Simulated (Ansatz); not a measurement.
With plane-wave PAW PBEsol (Ansatz code), SnSe in the zinc blende structure (F-43m) relaxes to a = 6.665 Å. Se has 4 nearest neighbours from 2.89 Å (tetrahedral); Sn has 4 nearest neighbours from 2.89 Å (tetrahedral). Its formation energy from the elements is -0.10 eV/atom, with no fitted shifts.

Electronic character: metallic (no gap). Gap from PBEsol with spin–orbit coupling: none (metallic).

An equation-of-state fit gives a bulk modulus of 31.9 GPa. The relaxed-ion elastic constants in GPa are C11 = 29.3, C12 = 32.8, C44 = -13.2. The highest mode at Γ lies at 118 cm⁻¹.

The start of the workflow was typed in or built on a structure type; neither database checked (COD, Materials Project) lists it. It is not the phase usual at ambient conditions (space group No. 62). Symmetry was held in the PBEsol relaxation. At this level the phase is mechanically unstable. As this level gives no gap, shear constants depend on the k-mesh and smearing (Fermi–Dirac, 0.1 eV here). As this level gives no gap, phonon frequencies hold no LO–TO term and depend on the k-mesh and smearing (Fermi–Dirac, 0.1 eV here). The references are the lowest solids computed at this level, not always the standard phases. Spin–orbit coupling is left out wherever it is not named.

Potentials: the later of the program's two PAW sets.
